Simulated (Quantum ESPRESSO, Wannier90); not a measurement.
# Wannier functions of BaO (NiAs type)

```
begin unit_cell_cart
ang
    3.8186301786    0.0000000000    0.0000000000
   -1.9093150893    3.3070307423    0.0000000000
    0.0000000000    0.0000000000    6.6542000000
end unit_cell_cart
begin atoms_frac
Ba   0.3333333333 -0.3333333333  0.2500000000
Ba  -0.3333333333  0.3333333333 -0.2500000000
O    0.0000000000  0.0000000000  0.5000000000
O    0.0000000000  0.0000000000  0.0000000000
end atoms_frac
```

Cell from Materials Project (mp-1008500), symmetrised, no further relaxation. Not found in the COD (Crystallography Open Database) copy used, which has the formula in other groups; not checked further. Method: PBEsol plane waves in Quantum ESPRESSO 7.5 (PseudoDojo norm-conserving files, 68 Ry, spinors with spin-orbit coupling), Bloch states on a 6×6×4 mesh through Γ, Wannier90 4.0.1. Density: 12×12×6 mesh, cold smearing 0.01 Ry.

Bands 5-8,21-32 form an isolated set from -15.69 to 0.00 eV relative to the valence-band maximum (on the path) and are turned into 16 Wannier functions by minimising the spread from the start: SCDM (isolated). Bands 9–12 (Ba 5p 92 %, O 2s 5 %), 13–20 (Ba 5p 94 %) lie between the kept ones and are excluded.

Centres (Cartesian, Å; one of the equivalent choices) and spreads:

```csv
n,x,y,z,spread (Å²),nearest atom
1,-0.003,-0.271,-3.240,1.552,O3
2,-0.260,0.074,-0.087,1.552,O4
3,-0.233,0.138,-3.240,1.553,O3
4,0.194,0.189,-0.087,1.552,O4
5,0.236,0.132,-3.240,1.552,O3
6,0.066,-0.262,-0.087,1.552,O4
7,0.000,0.000,3.065,1.680,O3
8,0.000,0.000,0.262,1.681,O4
9,-0.142,0.079,-3.113,1.633,O3
10,3.566,-0.133,0.031,1.539,O4
11,0.210,-0.160,0.100,1.558,O4
12,3.638,-0.030,3.127,1.620,O3
13,2.103,-3.106,3.264,1.543,O3
14,-1.781,3.056,-3.279,1.542,O3
15,0.046,0.042,-0.257,1.671,O4
16,1.905,-3.056,0.124,1.569,O4
```

Ω_I = 24.01 Å², Ω_total = 25.35 Å²; the interpolated bands follow pw.x to 0.9 meV rms on the path. It is the lowest total spread that any start reached here.
